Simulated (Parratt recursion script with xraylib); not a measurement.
# How thick is the Ga2O3 film? X-ray reflectivity on Si

| layer, from the top | thickness (Å) | density (g/cm³) | rms roughness of its top face (Å) | δ (10⁻⁶) | β (10⁻⁶) |
|---|---|---|---|---|---|
| Ga2O3 | ? | 5.457 | 7.8 | 15.60 | 0.3281 |
| Si (substrate) | – | 2.313 | 3.1 | 7.525 | 0.1803 |

The refractive index is n = 1 − δ + iβ. Vacuum lies above.

Densities are inputs, not measurements. They were set from computed cells of the Materials Project: Ga2O3 from entry mp-1243 (R-3c, 6.42 g/cm³, taken at 85 %); Si from entry mp-149 (Fd-3m, 2.313 g/cm³). A layer's crystal structure does not enter its constants, only its composition and density.

Method: specular X-ray reflectivity, Parratt recursion, Névot-Croce roughness, xraylib tables (Parratt recursion script with xraylib 4.3.0).

Photon energy 8.048 keV (λ = 1.5406 Å), s polarisation. The grazing angle θ is scanned from 0.05° to 3° in 900 evenly spaced points, and the curve is smoothed with a Gaussian of 0.004° full width. A minimum is a scan point below both neighbours, placed by a parabola through ln R at the three points.

All minima between 0.5 and 2.3°: θ = 0.546, 0.736, 0.939, 1.149, 1.362, 1.577, 1.795, 2.014, 2.236°.

### Question
Find the film thickness d from the minima.

### Answer
sin²θ of the minima, in units of 10⁻⁶: 90.8, 165.0, 268.6, 402.1, 565.0, 757.4, 981.2, 1235.1, 1522.2. For consecutive orders m, sin²θ = 2δ + (mλ/2d)², so u = (sin²θ − 2δ)^½ rises by λ/2d from one minimum to the next. With the film's δ, u in units of 10⁻³ is 7.720, 11.567, 15.408, 19.259, 23.104, 26.948, 30.822, 34.697, 38.613. A straight line through u against the count of the minimum has slope 3.858 × 10⁻³, so d = λ/(2 × slope) = 199.7 Å.

The run used d = 200 Å; the estimate misses by 0.3 Å. The spacing of the first two listed minima alone, with δ left out, gives λ/(2Δθ) = 232.3 Å, 16.1 % too high.
